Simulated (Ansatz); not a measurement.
A relaxed database cell of ZrV2: P6₃/mmc (No. 194), hP12; a = b = 5.1590 Å, c = 8.2828 Å, α = β = 90.00°, γ = 120.00°; Zr 4f (0.333, 0.667, 0.064); V 2a (0.000, 0.000, 0.000); V 6h (0.338, 0.169, 0.250). The numbers are results of PBEsol (plane waves to 420 eV, PAW, scalar-relativistic; Ansatz, a first-principles code), not measurements. Element references, the lowest calculated here: Zr (P6/mmm, not the ambient form), V (Im-3m).

Total energies (eV/atom, σ → 0; comparable only within this code, potentials and settings):

```tsv
phase	E (eV/atom)
ZrV2 (P6₃/mmc)	-3299.712
Zr (P6/mmm)	-4128.645
V (Im-3m)	-2885.289
```

What is the formation energy of this P6₃/mmc form of ZrV2 from the elements?

E_f = -3299.712 − [1 × (-4128.645) + 2 × (-2885.289)] / 3 = 0.03 eV/atom (0.1 eV per formula unit).

How does this cell stand against the other phases calculated?

It lies 0.03 eV/atom above their hull: ZrV2 → 2 V + Zr (V Im-3m, Zr P6/mmm) releases that much. A lower structure of this composition may exist.

This is the hull of the energies calculated here, no anion corrections; phases that were not calculated are missing from it. Values are rounded to 0.01 eV/atom. Not shown to be the ambient phase of their composition (a lower form may be missing, and a cell relaxed within its start's symmetry can be a saddle point): ZrV2 (P6₃/mmc). The compounds carry no spin polarisation.
